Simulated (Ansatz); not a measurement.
Starting cell, Pt (fcc, Cu type):

```yaml
crystal:
  lattice:
    - [3.97009, 0.00000, 0.00000]
    - [0.00000, 3.97009, 0.00000]
    - [0.00000, 0.00000, 3.97009]
  atoms:
    - { symbol: Pt, position: [0.00000, 0.00000, 0.00000] }
    - { symbol: Pt, position: [0.50000, 0.50000, 0.00000] }
    - { symbol: Pt, position: [0.50000, 0.00000, 0.50000] }
    - { symbol: Pt, position: [0.00000, 0.50000, 0.50000] }
```

In this cell atom 1 (Pt, nearest neighbour Pt at 2.807 Å; its periodic images, 4.0 Å or more away, move with it) is moved by s along Cartesian x, unit vector (1.000, 0.000, 0.000); all other atoms and the cell stay fixed.

Level of theory: PBE (plane waves to 420 eV, PAW, scalar-relativistic; Ansatz, a quantum-chemistry and plane-wave program). k mesh 10×10×10 (Γ-centred), Fermi-Dirac smearing 0.05 eV. E stands for the smeared free energy. With partly filled bands, energies and forces of such displacements shift with the k mesh and the smearing. Pt is run without spin polarisation. Pt was relaxed with its symmetry unable to fall. Spin-orbit coupling is left out, though Pt is heavy. The PAW data are Ansatz's earlier set. ΔE is measured from the undisplaced structure. The last digit holds for this mesh only.

```csv
s (Å),ΔE (meV/cell)
-0.560,withheld
-0.448,1177.5
-0.336,648.3
-0.224,284.2
-0.112,70.6
0.000,0.0
0.112,70.6
0.224,284.2
0.336,648.3
0.448,1177.5
0.560,withheld
```

Problem. Fit an even polynomial form (powers 2, 4, 6) to the given rows and predict ΔE at s = 0.560.

Solution. Least squares on the 9 given rows: ΔE = (5609)·s² + (1042)·s⁴ + (1197)·s⁶, in meV/cell with s in Å; root-mean-square residual 0.07 meV/cell. At 0.560 the fit gives 1898.4 meV/cell; the calculation gives 1881.2 meV/cell, so the extrapolation is off by 17.2 (+0.9 %). The quadratic term alone would give 1759.0 meV/cell.

(For displaced atoms, the force is minus the slope of the energy, and its curvature is a force constant, which sets phonon frequencies.)
